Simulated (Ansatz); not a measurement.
**Fe$_{3}$PdC: which magnetic state is lowest?**

All numbers below come from DFT r2SCAN, scalar-relativistic, plane waves, PAW in Ansatz.

```xyz
5
Lattice="3.8553 0.0000 0.0000 0.0000 3.8553 0.0000 0.0000 0.0000 3.8553" Properties=species:S:1:pos:R:3 pbc="T T T"
Pd    0.0000    0.0000    0.0000
C     1.9276    1.9276    1.9276
Fe    1.9276    1.9276    0.0000
Fe    1.9276    0.0000    1.9276
Fe    0.0000    1.9276    1.9276
```

| Property | Result |
| --- | --- |
| plane-wave cutoff | 500 eV |
| Γ-centred k-mesh | 10×10×10 |
| occupation rule | Gaussian smearing, 0.1 eV |
| list of starting moments (μB, in atom order) | 0 0 3 3 3 |
| check for lower electronic states after the SCF | off |

All runs keep this geometry, which isn't relaxed for the lowest state (largest force there 0.000 eV/Å, pressure 1.8 GPa) and needn't be a stable compound; relaxing each order would shift the differences by some 100 meV/atom, going by the pressures and a bulk modulus of about 150 GPa. r2SCAN tends to overstate moments in metals, so a weak moment here may be absent in the real material. Site moments are spin moments in atom-centred spheres that scale with the neighbour distance. The states are those that the runs reached from these starts; a lower one can exist. No antiferromagnetic start is among these.

Problem. Order the starts by the energy of the state that they reach, lowest first.
A. no spin
B. ferromagnetic

Solution. B (0.00 meV/atom), A (592 meV/atom).

```csv
start,ends,energy above lowest (meV/atom),site moments (μB),gap on mesh (eV),P (GPa)
no spin,non-magnetic,592,none over 0.05,metal,-21.1
ferromagnetic,ferromagnetic,0.00,"Pd +0.41, C -0.08, Fe +2.68 (×3)",metal,1.8
```

Cost: 2 runs of about 1.9 core-minutes in all, on Arm Neoverse V1 (shared hosts).